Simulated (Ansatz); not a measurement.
According to the program Ansatz at the r²SCAN level (PAW), Si₂BN in the trigonal phase (R3m; B on 3a, N on 3a, Si on 3a, Si on 3a) relaxes to a = 3.129 Å, c = 16.142 Å. Its formation energy from the elements is 0.050 eV/atom, with no fitted shifts.

Electronic character: metallic (no gap).

The bulk modulus is 140 GPa.

The start of the workflow was typed in or built on a structure type; neither database checked (COD, Materials Project) lists it. Its standing as an ambient phase is unchecked. Symmetry was held in the r²SCAN relaxation; whether a distortion lowers the energy is not shown. The references are the lowest solids computed at this level, not always the standard phases (solids in place of the gases).

Potentials: the earlier of the program's two PAW sets. The files were generated under PBE; for other functionals the program regenerates the frozen cores, and for LDA and PBEsol the local potential too.
